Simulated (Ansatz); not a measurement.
Ti$_{2}$SiB$_{2}$ in space group P-6m2 (No. 187; Ti on 2h, Si on 1a, B on 1b, B on 1f) at seven volumes, plane-wave PAW PBE (Ansatz code), shape and atoms relaxed at each. One row is withheld.

```
V (Å³/atom)  P (GPa)
-----------  -------
10.348         20.80
10.689         12.78
11.030          5.91
11.371          0.00
11.712         -5.05
12.053             ?
12.394        -13.07
```

**Question.** Fit the shown pressures and predict the withheld one.

**Answer.** Third-order Birch–Murnaghan: P = (3/2)B₀(x^(7/2) − x^(5/2))[1 + (3/4)(B′ − 4)(x − 1)] with x = (V₀/V)^(2/3). Least squares on the six rows gives V₀ = 11.372 Å³/atom, B₀ = 181.5 GPa, B′ = 4.13. At V = 12.053, x = 0.9620 and P = -9.36 GPa. The run itself gave -9.38 GPa.

The start of the workflow was typed in or built on a structure type; neither database checked (COD, Materials Project) lists it. Whether it is the stable phase at ambient conditions was not checked. Symmetry was held in the PBE relaxation; its stability against distortions is not shown here. The run is not spin-polarised.

Potentials: the earlier of the program's two PAW sets.
